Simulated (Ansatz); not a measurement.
LaC2:
```cif
data_C4La2
_chemical_formula_sum 'La2 C4'
_space_group_name_H-M_alt 'I4/mmm'
_space_group_IT_number 139
_space_group_name_Hall '-I 4 2'
_cell_length_a 3.95364
_cell_length_b 3.95364
_cell_length_c 6.57561
_cell_angle_alpha 90.000
_cell_angle_beta 90.000
_cell_angle_gamma 90.000
loop_
_atom_site_label
_atom_site_type_symbol
_atom_site_symmetry_multiplicity
_atom_site_Wyckoff_symbol
_atom_site_fract_x
_atom_site_fract_y
_atom_site_fract_z
_atom_site_occupancy
La1 La 2 a 0.00000 0.00000 0.00000 1
C1 C 4 e 0.00000 0.00000 0.40214 1
```
(The calculation used a cell of 3 atoms; values per cell refer to that cell.)

Relaxed at zero pressure with r²SCAN (plane waves, PAW; program Ansatz).

Q: The volume is raised by 6 % and shape and atoms relax at that volume. What pressure results, and how do the axes share the change?

A: -4.7 GPa; a 2.4 %, b 2.4 %, c 1.1 %; the energy rises by 16 meV/atom.

Q: Give the new structure.

A: 
Space group I4/mmm (No. 139); a = 4.047 Å, b = 4.047 Å, c = 6.651 Å, α = 90.00°, β = 90.00°, γ = 90.00°

```csv
atom,site,symmetry,x,y,z
La,2a,4/mmm,0.0000,0.0000,0.0000
C,4e,4mm,0.0000,0.0000,0.4031
```

The phase is kept; no other phase was compared at this pressure.

The workflow started from an entry of the Crystallography Open Database (COD). Its standing as an ambient phase is unchecked. Symmetry was held in the r²SCAN relaxation; its stability against distortions is not shown here. Spin–orbit coupling is left out wherever it is not named.

Potentials: the later of the program's two PAW sets.
